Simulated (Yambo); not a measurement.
Yambo run on LaOF (space group P4/nmm, No. 129). The wavefunctions are norm-conserving PBEsol (Quantum ESPRESSO, 110 Ry, no spin-orbit coupling) ones on a 4×4×2 mesh (24 occupied bands); a = b = 4.069 Å, c = 5.814 Å, α = β = γ = 90.00°.

Yambo input:

```
rim_cut
HF_and_locXC
RandQpts= 1000000
RandGvec= 1 Ry
EXXRLvcs= 110 Ry
VXCRLvcs= 440 Ry
% QPkrange
 1 | 1 | 24 | 25 |
 2 | 2 | 24 | 25 |
 5 | 5 | 24 | 25 |
 6 | 6 | 24 | 25 |
 7 | 7 | 24 | 25 |
 8 | 8 | 24 | 25 |
 11 | 11 | 24 | 25 |
 12 | 12 | 24 | 25 |
%
```

k points by index: 1 = Γ, 2 = Z, 5 = X, 6 = R, 7 = (0.25, 0.25, 0), 8 = (0.25, 0.25, -0.5), 11 = M, 12 = A.

Resulting energies as the program prints them:

```
#    K-point    Band    Eo [eV]    Ehf [eV]    Vxc [eV]    Vnlxc [eV]
#
    1    24    -0.353640    -5.254638    -18.61800    -23.51899
    1    25    4.855165    11.68404    -11.04113    -4.212247
    2    24    -0.216690    -5.156512    -19.02921    -23.96903
    2    25    4.976455    13.38211    -13.77664    -5.370983
    5    24    -0.430023    -5.532682    -18.97928    -24.08194
    5    25    4.867857    13.86996    -13.66402    -4.661916
    6    24    -0.595466    -5.591080    -18.38584    -23.38145
    6    25    4.928077    15.89169    -14.73830    -3.774694
    7    24    -0.080506    -4.955540    -19.02022    -23.89525
    7    25    4.707918    12.72389    -13.71581    -5.699839
    8    24    0.000000    -4.920546    -19.29718    -24.21772
    8    25    4.841523    13.55560    -13.42708    -4.713009
    11    24    -0.326687    -5.250999    -18.57753    -23.50184
    11    25    4.745508    11.22030    -12.98998    -6.515185
    12    24    -0.359199    -5.243443    -18.47079    -23.35503
    12    25    4.593650    12.62134    -13.49064    -5.462953
```
Exchange alone, without screening.

Geometry of the Materials Project entry, not relaxed at this level.

The structure is a Materials Project entry; no match was found in the copy of COD used, and its stability was not checked.
